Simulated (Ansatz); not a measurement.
ZrSO2F in Ansatz, settings compared

Run with:

```bash
ansatz run input.yaml --threads 1 --pin off --max-ram 2560MiB --backend cpu --events-out ev --progress --plain --runs-dir out
```

The input file (Ansatz 0.2.0, plane waves):

```yaml
crystal:
  lattice:
    - [6.340801, 0.0, 0.0]
    - [0.0, 5.157707, 0.0]
    - [-1.29194, 0.0, 4.040881]
  atoms:
    - { symbol: O, position: [0.6891, 0.0363, 0.3323] }
    - { symbol: O, position: [0.3109, 0.5363, 0.6677] }
    - { symbol: O, position: [0.3109, 0.9637, 0.6677] }
    - { symbol: O, position: [0.6891, 0.4637, 0.3323] }
    - { symbol: Zr, position: [0.2894, 0.25, 0.1517] }
    - { symbol: Zr, position: [0.7106, 0.75, 0.8483] }
    - { symbol: F, position: [0.8814, 0.25, 0.7818] }
    - { symbol: F, position: [0.1186, 0.75, 0.2182] }
    - { symbol: S, position: [0.8278, 0.25, 0.4245] }
    - { symbol: S, position: [0.1722, 0.75, 0.5755] }
  symmetry: { tolerance: 0.0003 }
kpoints:
  mp_grid: { grid: [3, 4, 5], shift: [0, 0, 0] }
magnetization:
  spin_polarized: false
scf:
  occupations: { method: fermi_dirac }
hamiltonian:
  pseudopotentials: { kind: paw }
  xc: r2scan
basis:
  ecutwfc: 500
output:
  forces: true
  stress: true
  eigenvalues: true
```

Origin of the cell: a known structure type with other elements, at an estimated volume, so it need not be a known compound.

The smearing width isn't typed, so it takes its default of 0.1 eV.

Output of this run (shortened):

```
Pseudopotentials: kind: paw
Pseudopotential: O, paw, valence charge 6, recommended cutoff 500 eV (meta_gga), O.paw.azcp
Pseudopotential: Zr, paw, valence charge 12, recommended cutoff 500 eV (meta_gga), Zr.paw.azcp
Pseudopotential: F, paw, valence charge 7, recommended cutoff 500 eV (meta_gga), F.paw.azcp
Pseudopotential: S, paw, valence charge 6, recommended cutoff 500 eV (meta_gga), S.paw.azcp
Functional definition: r2SCAN
  exchange = r2scan_x(k0 = k0, k1 = k1, a1 = a1)
  correlation = r2scan_c
Crystal: 10 atoms, lattice volume = 132.153 Å³
Basis set: ecut = 500 eV, 3341 PW (Γ), exchange–correlation on 192×160×128 points (64 copies of the dense FFT grid, shifted against one another)
Bands: 47, of which v1, the nominal top of the filled ones, is band 37 counted from 1 (36 counted from 0)
[… 15 lines left out …]
Initial density: superposition of atomic densities (neutral atoms: chi_scale 0, normalization atom), corrected by the library's trained network
Functional: x = r2scan, c = r2scan; τ floored in thin density (d = 2e-4 eV/Å³)
SCF iter   1: F=—  HF=-14081.894505 eV  Δρ=1.29e-2  dr2=1.13e-1  dr2_τ=1.22e0
SCF iter   2: F=—  HF=-14082.176705 eV  Δρ=8.04e-3  dr2=4.49e-2  dr2_τ=2.85e-3
SCF iter   3: F=—  HF=-14082.183407 eV  Δρ=2.20e-3  dr2=4.96e-3  dr2_τ=6.64e-4
SCF iter   4: F=—  HF=-14082.183699 eV  Δρ=9.12e-4  dr2=1.24e-3  dr2_τ=9.20e-5
SCF iter   5: F=—  HF=-14082.184021 eV  Δρ=4.49e-4  dr2=2.61e-4  dr2_τ=1.33e-5
SCF iter   6: F=—  HF=-14082.184152 eV  Δρ=1.81e-4  dr2=3.57e-5  dr2_τ=1.62e-6
SCF iter   7: F=—  HF=-14082.184174 eV  Δρ=6.48e-5  dr2=9.50e-6  dr2_τ=2.89e-7
SCF iter   8: F=—  HF=-14082.184176 eV  Δρ=3.06e-5  dr2=2.39e-6  dr2_τ=6.57e-8
SCF iter   9: F=—  HF=-14082.184176 eV  Δρ=9.50e-6  dr2=1.84e-7  dr2_τ=1.15e-8
SCF iter  10: F=-14082.184176 eV  HF=-14082.184176 eV  Δρ=4.55e-6  dr2=1.69e-8  dr2_τ=1.79e-9
SCF 1 converged in 10 iterations: F = -14082.184176 eV  dr2 = 1.69e-8
SCF converged after 10 iterations
Free energy (F): -14082.184176 eV
Harris-Foulkes:  -14082.184176 eV  (|F-HF|=3.66e-9)
Internal energy: -14081.857013 eV  (E = F + TS)
E sigma→0 (E₀):  -14082.020595 eV
Entropy (-TS):   -0.327164 eV (-32.716 meV/atom)
Fermi energy:    12.320227 eV
--- Per-component energies (eV) ---
  E_band       = -455.249304
  E_kinetic    = 2054.644872
  E_local      = -4588.890390  (includes V_loc(G=0)·N_el)
  E_nonlocal   = 563.221089
  E_hartree    = 1589.705614
  E_xc         = -948.704517
  E_vxc        = -1270.626380  (∫ρ·V_xc dr)
  E_paw        = -8217.567309  (= ΣΔE_a)
  E_vpaw       = -472.126401  (= ΣTr[D̂ρ^β])
  E_aug_tail   = 0.006381  (compensation charges beyond the density's cutoff)
  E_vtau       = 79.114477  (kinetic-family band-sum trace: ∫τ·v_τ [+ j·A + Jᵃ·Aᵃ] dr)
  E_ewald      = -4533.533189
  E_core_change = -0.739564  (= ΣΔE_core)
  E_smearing   = -0.327164  (= −TS)
  Σ components = -14082.184176   (vs F -14082.184176, Δ=0.00e0)
--- Forces (eV/Å), atoms counted from 1 ---
  atom   1  O     -4.828726    -7.342759    -1.729850
[… 4 lines left out …]
  atom   6  Zr    -1.133919     0.000000    -0.205354
  atom   7  F     -1.397820    -0.000000     7.999643
  atom   8  F      1.397820     0.000000    -7.999643
  atom   9  S     11.488318     0.000000    -5.326248
  atom  10  S    -11.488318    -0.000000     5.326248
  max |Σ_I F_I| component: 1.78e-15 eV/Å
--- Stress (GPa, compression-positive) ---
       20.833089      -0.000000       6.094251
       -0.000000      38.559473      -0.000000
        6.094250      -0.000000      30.531792
  P = ⅓ Tr σ = 29.9748 GPa (299.748 kbar)
```

The same input was run again with these changes:

1. `magnetization` { spin_polarized: false } → { spin_polarized: true } (starts: ferro); typed moments: O1 1, O2 2, O3 1, O4 2, Zr5 1, Zr6 1, F7 3, F8 2, S9 2, S10 3
2. `kpoints.mp_grid.shift` [0, 0, 0] → [0.5, 0.5, 0.5]; `accuracy` default → low
3. `magnetization` { spin_polarized: false } → { spin_polarized: true } (starts: flip); `hamiltonian.hubbard` default → { sites: [{ species: Zr, l: d, u_eff: 4.0 }], double_counting: fll }; typed moments: none
4. `total_charge` default → -1; `accuracy` default → medium

| run | end | SCF iterations | P (GPa) | max force component (eV/Å) | gap on mesh (eV) | moment (μB) | ΔE(σ→0) (meV/atom) |
| --- | --- | --- | --- | --- | --- | --- | --- |
| base | converged | 10 | 29.97 | 11.488 | none | – | 0 |
| 1 | converged | 31 | 32.06 | 10.046 | – | 0.00 | -202.63 |
| 2 | converged | 10 | 29.94 | 11.499 | none | – | -0.06 |
| 3 | converged | 17 | 35.57 | 8.398 | 1.92 | 6.00 | – |
| 4 | converged | 10 | – | 12.199 | – | – | – |

Energies are compared only where functional, datasets, charge and starting cell are the same.

Caveats of the base run: no moments, though an odd count or open d shells may carry them; the given cell is far from equilibrium, with atoms too close or a volume far off; the k mesh is coarse if the cell is a metal.

Run 1: a starting moment was lost; one start, so the magnetic state may not be the lowest; typed moments were cut to what the open shells hold.
Run 3: one start, so the magnetic state may not be the lowest; spin is on but no moment was typed.
Run 4: charged cell with a uniform background, whose pressure depends on convention.

The base run ran for 13 s on 1 thread of Intel(R) Xeon(R) 6975P-C (Granite Rapids), with other jobs on the host, peak memory 0.84 GiB, from the program's own first density.
